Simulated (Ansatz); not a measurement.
Input:

B2O:
```cif
data_B4O2
_chemical_formula_sum 'B4 O2'
_space_group_name_H-M_alt 'P 1'
_space_group_IT_number 1
_cell_length_a 2.54453
_cell_length_b 2.54453
_cell_length_c 9.69619
_cell_angle_alpha 90.000
_cell_angle_beta 90.000
_cell_angle_gamma 120.000
loop_
_space_group_symop_operation_xyz
  'x, y, z'
loop_
_atom_site_label
_atom_site_type_symbol
_atom_site_fract_x
_atom_site_fract_y
_atom_site_fract_z
_atom_site_occupancy
B1 B 0.00000 0.00000 0.41019 1
B2 B 0.00000 0.00000 0.58981 1
B3 B 0.66667 0.33333 0.02845 1
B4 B 0.33333 0.66667 0.97155 1
O1 O 0.66667 0.33333 0.35401 1
O2 O 0.33333 0.66667 0.64599 1
```

This is the r²SCAN+D4-relaxed structure.

Q: All from the program Ansatz at the r²SCAN+D4 level (PAW), unless another level is named. Predict the highest zone-centre frequency.

A: 1165 cm^-1.

Q: Give the bulk modulus (Birch–Murnaghan fit).

A: 291 kbar.

Space group P-3m1. The workflow started from an entry of the Crystallography Open Database (COD). Whether it is the stable phase at ambient conditions was not checked. Symmetry was held in the r²SCAN+D4 relaxation. At this level the phase is mechanically unstable. As this level gives no gap, phonon frequencies hold no LO–TO term and depend on the k-mesh and smearing (Fermi–Dirac, 0.1 eV here). On the denser mesh and wider smearing of the elastic run this cell carries a stress of 0.6 GPa.

Potentials: the later of the program's two PAW sets.
